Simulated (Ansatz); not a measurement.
In2Ge2O7 (space group C2/m)

```yaml
crystal:
  lattice:
    - [3.29422, -4.38064, 0.00000]
    - [3.29422, 4.38064, 0.00000]
    - [-1.01498, 0.00000, 4.80942]
  atoms:
    - { symbol: In, position: [0.30636, 0.69364, 0.00000] }
    - { symbol: In, position: [0.69364, 0.30636, 0.00000] }
    - { symbol: Ge, position: [0.76204, 0.76204, 0.59308] }
    - { symbol: Ge, position: [0.23796, 0.23796, 0.40692] }
    - { symbol: O, position: [0.40849, 0.07374, 0.21293] }
    - { symbol: O, position: [0.59151, 0.92626, 0.78707] }
    - { symbol: O, position: [0.92626, 0.59151, 0.78707] }
    - { symbol: O, position: [0.07374, 0.40849, 0.21293] }
    - { symbol: O, position: [0.00000, 0.00000, 0.50000] }
    - { symbol: O, position: [0.41397, 0.41397, 0.72729] }
    - { symbol: O, position: [0.58603, 0.58603, 0.27271] }
```

The atoms are displaced by Q × the pattern below (from a DFPT mode at Γ, largest move 1; Q in Å), at fixed cell.

```csv
atom,x,y,z
In1,0.000,0.194,0.000
In2,0.000,-0.194,0.000
Ge3,0.726,0.000,0.052
Ge4,-0.726,0.000,-0.052
O5,-0.778,-0.284,0.383
O6,0.778,0.284,-0.383
O7,0.778,-0.284,-0.383
O8,-0.778,0.284,0.383
O10,0.844,0.000,-0.537
O11,-0.844,0.000,0.537
```

Atoms not listed stay in place.

Level of theory: LDA (plane waves to 420 eV, PAW, scalar-relativistic; Ansatz, a first-principles code). k mesh 5×5×6 (Γ-centred), Fermi-Dirac smearing 0.05 eV. E stands for the smeared free energy. In2Ge2O7 was relaxed with its symmetry unable to fall. The zero of ΔE is the undisplaced structure.

| Q (Å) | ΔE (meV/cell) |
|---|---|
| -0.180 | 1319 |
| -0.150 | withheld |
| -0.120 | 596 |
| -0.090 | 339 |
| -0.060 | 153 |
| -0.030 | 39 |
| 0.000 | 0 |
| 0.030 | 40 |
| 0.060 | 162 |
| 0.090 | 369 |
| 0.120 | 667 |
| 0.150 | 1061 |
| 0.180 | 1554 |

Q: Fit a polynomial form (powers 2, 3, 4) to the given rows and predict ΔE at Q = -0.150.

A: Least squares on the 12 given rows: ΔE = (43520)·Q² + (20220)·Q³ + (25290)·Q⁴, in meV/cell with Q in Å; root-mean-square residual 0.5 meV/cell. At -0.150 the fit gives 924 meV/cell; the calculation gives 923 meV/cell, so the interpolation is off by 1 (+0.1 %). The quadratic term alone would give 979 meV/cell.

(For displaced atoms, the force is minus the slope of the energy, and its curvature is a force constant, which sets phonon frequencies.)
